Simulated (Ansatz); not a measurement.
Pt (simple cubic, space group No. 221) under volume change, PBEsol in the plane-wave PAW code Ansatz, scaled uniformly.

```
V (Å³/atom)  E − E(relaxed) (meV/atom)  P (GPa)
-----------  -------------------------  -------
15.757                           115.7    26.20
16.277                            48.2    15.80
16.796                             ___      ___
17.316                             0.0     0.00
17.835                             ___      ___
18.355                            37.7   -10.92
18.874                            79.8   -14.91
```

**Question.** Some entries are withheld; supply them.

**Answer.** 
- 16.796, E − E(relaxed) (meV/atom): 11.3
- 16.796, P (GPa): 7.19
- 17.835, E − E(relaxed) (meV/atom): 10.0
- 17.835, P (GPa): -6.00

**Question.** What does a third-order Birch–Murnaghan fit give for V₀, B₀ and B′?

**Answer.** V₀ = 17.31 Å³/atom, B₀ = 217 GPa, B′ = 5.2.

Space group Pm-3m (simple cubic). The cell is a constructed one: a structure type filled with these elements; neither database checked (COD, Materials Project) lists it. It is not the phase usual at ambient conditions (space group No. 225). Symmetry was held in the PBEsol relaxation; its stability against distortions is not shown here. No spin polarisation was allowed. Spin–orbit coupling is left out wherever it is not named.

Potentials: the earlier of the program's two PAW sets.
